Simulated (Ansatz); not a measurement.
The relaxed structure here is a generated cell of V2Ge: the first start was made by placing the elements on the sites of a structure type, and the end was not matched to a known phase here, so it may be hypothetical.

Relaxation of a generated trial cell of V2Ge in the Ni2In structure type; 6 atoms in the cell, which starts as P6₃/mmc (No. 194), hP6; a = 4.037 Å, b = 4.037 Å, c = 4.946 Å, α = 90.00°, β = 90.00°, γ = 120.00°. The numbers are results of r2SCAN (plane waves to 500 eV, PAW, scalar-relativistic; Ansatz, an electronic-structure program), not measurements. Γ-centred k-mesh 7×7×5 on the run's cell (coarser than for final values), Fermi–Dirac smearing 0.05 eV. This is the first round of the run. Spin-polarised start, with parallel moments on V.

The optimiser's lines from the output (shortened; P is positive under compression):

```
relax step   1: F+E_penalty+E_count = -20274.25105553 eV  Δ(F+E_penalty+E_count) = +0.000e0 eV  max|allowed force component| = 7.556e-17 eV/Å  Δτ_max = 0.0000 Å  P = +40.109 GPa  Ω = 69.806 Å³  (19 SCF iters, dr2 threshold 1.00e-7 eV, accepted)
relax step   2: F+E_penalty+E_count = -20275.57741358 eV  Δ(F+E_penalty+E_count) = -1.326e0 eV  max|allowed force component| = 9.252e-17 eV/Å  Δτ_max = 0.0000 Å  P = +9.068 GPa  Ω = 78.532 Å³  (17 SCF iters, dr2 threshold 6.00e-7 eV, accepted)
relax step   3: F+E_penalty+E_count = -20275.68693337 eV  Δ(F+E_penalty+E_count) = -1.095e-1 eV  max|allowed force component| = 1.110e-16 eV/Å  Δτ_max = 0.0000 Å  P = +2.848 GPa  Ω = 81.507 Å³  (14 SCF iters, dr2 threshold 6.00e-7 eV, accepted)
relax step   4: F+E_penalty+E_count = -20275.70069613 eV  Δ(F+E_penalty+E_count) = -1.376e-2 eV  max|allowed force component| = 1.110e-16 eV/Å  Δτ_max = 0.0000 Å  P = +0.296 GPa  Ω = 82.985 Å³  (15 SCF iters, dr2 threshold 6.00e-7 eV, accepted)
relax step   5: F+E_penalty+E_count = -20275.70101034 eV  Δ(F+E_penalty+E_count) = -3.142e-4 eV  max|allowed force component| = 1.850e-17 eV/Å  Δτ_max = 0.0000 Å  P = -0.022 GPa  Ω = 83.222 Å³  (12 SCF iters, dr2 threshold 6.00e-7 eV, accepted)
relax step   6: F+E_penalty+E_count = -20275.70101980 eV  Δ(F+E_penalty+E_count) = -9.465e-6 eV  max|allowed force component| = 3.701e-17 eV/Å  Δτ_max = 0.0000 Å  P = +0.000 GPa  Ω = 83.206 Å³  (12 SCF iters, dr2 threshold 4.95e-9 eV, accepted)
relax step   7: F+E_penalty+E_count = -20275.71089562 eV  Δ(F+E_penalty+E_count) = -9.876e-3 eV  max|allowed force component| = 5.551e-17 eV/Å  Δτ_max = 0.0000 Å  P = +0.069 GPa  Ω = 83.206 Å³  stress off target by 6.91e-2 GPa  SCF on the basis re-selected at this cell (its energy is not comparable with the rows above)  (19 SCF iters)
relax step   8: F+E_penalty+E_count = -20275.71088278 eV  Δ(F+E_penalty+E_count) = +1.284e-5 eV  max|allowed force component| = 7.401e-17 eV/Å  Δτ_max = 0.0000 Å  P = +0.000 GPa  Ω = 83.249 Å³  (11 SCF iters, dr2 threshold 1.19e-8 eV, accepted)
relax step   9: F+E_penalty+E_count = -20275.71088891 eV  Δ(F+E_penalty+E_count) = -6.126e-6 eV  max|allowed force component| = 5.551e-17 eV/Å  Δτ_max = 0.0000 Å  P = +0.000 GPa  Ω = 83.249 Å³  stress off target by 9.04e-4 GPa  SCF on the basis re-selected at this cell (its energy is not comparable with the rows above)  (15 SCF iters)
```

From the first to the last row the energy changes by -0.24 eV/atom and the volume by +19.3 %. The last row is marked as not comparable with the walk above it, whose basis was carried along; it does compare with step 1, since both stand on a basis selected at the nominal cutoff for their own cell.

Later rounds, restarted from the end of this one on a renewed k-mesh, logged 10 more steps and released under 0.01 eV/atom more. The final structure after all rounds: P6₃/mmc (No. 194), hP6, AFLOW prototype AB2_hP6_194_c_ad (B8_2, as in InNi2); a = b = 4.318 Å, c = 5.136 Å, α = β = 90.00°, γ = 120.00°. Between re-selections the logged energies stand on a plane-wave basis carried along with the cell. Spin state reached: ferrimagnetic (net 0.33 μB/atom), from parallel starting moments; other spin orders were not run from this start.

The run could not lose the symmetry of its start: the end is stationary, and may be a saddle point rather than a minimum.

All atoms sit on sites fixed by symmetry, so only the cell could relax.
